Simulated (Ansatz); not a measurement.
**Energy over volume and axial ratio for BP (zinc blende)**

BP (zinc blende), conventional cell a = b = c = 4.536 Å, α = β = γ = 90.00°. The calculation uses the primitive cell of 2 atoms, to which meshes and values per cell refer.

Two coordinates are scanned: the volume, and the ratio of the stretch along z (the conventional c axis) to the stretch across it. Atoms keep their fractional coordinates.

Level of theory: r2SCAN (plane waves to 500 eV, PAW, scalar-relativistic; Ansatz, a quantum-chemistry and plane-wave program). k mesh 12×12×12 (Γ-centred), Fermi-Dirac smearing 0.05 eV. Energies are smeared free energies. Stress and pressure are positive under compression. BP was relaxed with its symmetry unable to fall. The PAW data are Ansatz's earlier set. The zero of ΔE is the relaxed starting cell.

ΔE (meV/atom), with V/V₀ across and (c/a)/(c/a)₀ down:

```csv
(c/a)/(c/a)₀ \ V/V₀,0.960,0.980,1.000,1.020,1.040
0.920,55.1,47.3,45.0,47.5,54.5
0.960,21.7,13.7,11.2,13.6,20.6
1.000,10.5,2.5,0.0,2.4,9.3
1.040,21.6,13.7,11.1,13.5,20.4
1.080,54.6,46.7,44.2,46.7,53.6
```

σxx (GPa), with V/V₀ across and (c/a)/(c/a)₀ down:

```
(c/a)/(c/a)₀ \ V/V₀  0.960  0.980  1.000  1.020  1.040
-------------------  -----  -----  -----  -----  -----
0.920                  0.0   -3.8   -7.2  -10.3  -13.1
0.960                  3.6   -0.2   -3.7   -6.9   -9.8
1.000                  7.5    3.5    0.0   -3.2   -6.2
1.040                 11.5    7.6    3.9    0.6   -2.4
1.080                 15.8   11.8    8.1    4.7    1.7
```

Key numbers:

```
Quantity                                                                                            Value
-----------------------------------------------------  --------------------------------------------------
Shear modulus C′ = (C11 − C12)/2 (fit, atoms clamped)                                             144 GPa
Lowest place on the grid                                V/V₀ = 1.000, (c/a)/(c/a)₀ = 1.000 (0.0 meV/atom)
Highest place on the grid                              V/V₀ = 0.960, (c/a)/(c/a)₀ = 0.920 (55.1 meV/atom)
```

(A scan under strain: stresses follow from slopes of the energy per volume, elastic moduli from its curvatures.)
